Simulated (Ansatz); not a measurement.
ZrTa in space group Pmma (No. 51; Ta on 2e, Zr on 2f), PBEsol in the plane-wave PAW code Ansatz, all energies at zero smearing, with the estimated change up to a 700 eV cutoff added, with one set of potentials and settings (totals compare only within such a set). Cell of 4 atoms (2 Ta, 2 Zr): -27869.667 eV.

```
element              reference phase  E (eV/atom)
-------  ---------------------------  -----------
Ta        Im-3m, 1 atoms in the cell   -9806.5011
Zr       P6/mmm, 3 atoms in the cell   -4128.6456
```

Formation energy per atom, worked out: (-27869.667 − 2×(-9806.5011) − 2×(-4128.6456))/4 = 0.156 eV/atom (15 kJ per mol of atoms), at 0 K, without zero-point energy or fitted corrections.

The start of the workflow was typed in or built on a structure type; neither database checked (COD, Materials Project) lists it. Its standing as an ambient phase is unchecked. The cell was relaxed with PBEsol under the symmetry of its start; its stability against distortions is not shown here. No spin polarisation was allowed. Its formation energy is positive at this level, so the cell may be metastable or incomplete. The references are the lowest solids computed at this level, not always the standard phases. Scalar-relativistic: spin–orbit coupling is off unless named, which matters more the heavier the elements.

Potentials: the later of the program's two PAW sets.
